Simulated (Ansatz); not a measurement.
A crystal of cell content C8H8O16 at more than one level of theory

Plane-wave PAW calculations in Ansatz, scalar-relativistic unless spin-orbit coupling is named; Γ-centred meshes, relaxations with the symmetry kept. Pressure is positive in compression. No spin polarisation at the first level.

Plane waves to 420 eV, a k mesh through Γ of 4×4×4 on the computed 32-atom cell and Gaussian smearing (0.02 eV); no spin polarisation.

Structure relaxed with PBE+D3(BJ):

```cif
data_structure
_symmetry_space_group_name_H-M 'Pbca'
_symmetry_Int_Tables_number 61
_cell_length_a 6.1798
_cell_length_b 7.6178
_cell_length_c 6.6695
_cell_angle_alpha 90.000
_cell_angle_beta 90.000
_cell_angle_gamma 90.000
_cell_volume 313.98
loop_
_atom_site_label
_atom_site_type_symbol
_atom_site_symmetry_multiplicity
_atom_site_Wyckoff_symbol
_atom_site_fract_x
_atom_site_fract_y
_atom_site_fract_z
_atom_site_occupancy
H1 H 8 c 0.84470 0.30401 0.40563 1
C1 C 8 c 0.91638 0.05692 0.44344 1
O1 O 8 c 0.76833 0.99293 0.34517 1
O2 O 8 c 0.95614 0.22377 0.46899 1
```

```json
{"level": "PBE+D3(BJ)", "cell": "relaxed", "cutoff (eV)": "420", "k mesh": "4×4×4", "primitive cell": "a = 6.18 Å, b = 7.62 Å, c = 6.67 Å, α = 90.00°, β = 90.00°, γ = 90.00°", "V (Å³/atom)": "9.8", "P (GPa; residual where relaxed)": "0.02", "gap on mesh (eV)": "3.21"}
{"level": "r2SCAN", "cell": "relaxed", "cutoff (eV)": "500", "k mesh": "4×4×4", "primitive cell": "a = 6.09 Å, b = 7.64 Å, c = 6.52 Å, α = 90.00°, β = 90.00°, γ = 90.00°", "V (Å³/atom)": "9.5", "P (GPa; residual where relaxed)": "-0.02", "gap on mesh (eV)": "3.67"}
```

Cost: 2 runs of about 8.2 core-minutes in all, on AMD EPYC 9R45 (Zen 5) (shared hosts).